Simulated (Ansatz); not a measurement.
# Si$_{11}$N$_{12}$: does the network obey its valences?

A cell of 23 atoms, a random packing after short dynamics, relaxed. All numbers below come from DFT PBE, scalar-relativistic, plane waves, PAW (Ansatz).

Cutoff 420 eV; k points 4×4×4 on the computed 23-atom cell (Γ-centred); Gaussian smearing, width 0.02 eV; no spin polarisation.

```yaml
crystal:
  lattice:
    - [6.27327, -0.30090, 0.08490]
    - [-0.32060, 6.81844, 0.29024]
    - [0.07340, 0.29078, 6.52372]
  atoms:
    - { symbol: Si, position: [0.72460, 0.58842, 0.39143] }
    - { symbol: Si, position: [0.98951, 0.04393, 0.61044] }
    - { symbol: Si, position: [0.55331, 0.15149, 0.23285] }
    - { symbol: Si, position: [0.64191, 0.47474, 0.97386] }
    - { symbol: Si, position: [0.47022, 0.07031, 0.63221] }
    - { symbol: Si, position: [0.14889, 0.73390, 0.97375] }
    - { symbol: Si, position: [0.72824, 0.87553, 0.98950] }
    - { symbol: Si, position: [0.51466, 0.65342, 0.70017] }
    - { symbol: Si, position: [0.21938, 0.32359, 0.88550] }
    - { symbol: Si, position: [0.13781, 0.88678, 0.32364] }
    - { symbol: Si, position: [0.92285, 0.31901, 0.08894] }
    - { symbol: N, position: [0.43574, 0.28277, 0.03953] }
    - { symbol: N, position: [0.25089, 0.57482, 0.79595] }
    - { symbol: N, position: [0.70128, 0.31941, 0.39323] }
    - { symbol: N, position: [0.40352, 0.97612, 0.39546] }
    - { symbol: N, position: [0.23490, 0.18277, 0.67799] }
    - { symbol: N, position: [0.94941, 0.86071, 0.82651] }
    - { symbol: N, position: [0.51751, 0.88427, 0.81388] }
    - { symbol: N, position: [0.06644, 0.54370, 0.18287] }
    - { symbol: N, position: [0.63846, 0.66282, 0.14708] }
    - { symbol: N, position: [0.01011, 0.63917, 0.36876] }
    - { symbol: N, position: [0.78366, 0.06956, 0.13496] }
    - { symbol: N, position: [0.73733, 0.18649, 0.58418] }
```

Pairs within 1.2 times the summed covalent radii count as bonded, except two cations (other than C and H) that share an anion, which edge-sharing polyhedra bring close without a bond.

**Question.** Compare coordinations with the usual valences, and count constraints.

**Answer.**
| element | usual valence | atoms × bonds found |
| --- | --- | --- |
| N | 3 | 12×3 |
| Si | 4 | 11×4 |

23 of 23 atoms have their usual valence (8 − N for groups 14 to 17, three for boron, one for hydrogen), 0 have more bonds and 0 fewer. The mean coordination is 3.48 against 3.48 by the rule. 20 % of the bonds join like atoms. Each atom with r bonds brings r/2 stretching and 2r − 3 bending constraints (no bending for r = 1): 5.70 per atom against 3 degrees of freedom, so by Maxwell counting the network is stressed rigid: without a crystal's symmetry not all bonds and angles can be satisfied, which shows as spread in angles.

Cost: 6 runs of about 36 core-minutes in all (earlier runs that led there not counted), on Arm Neoverse V2 (shared hosts).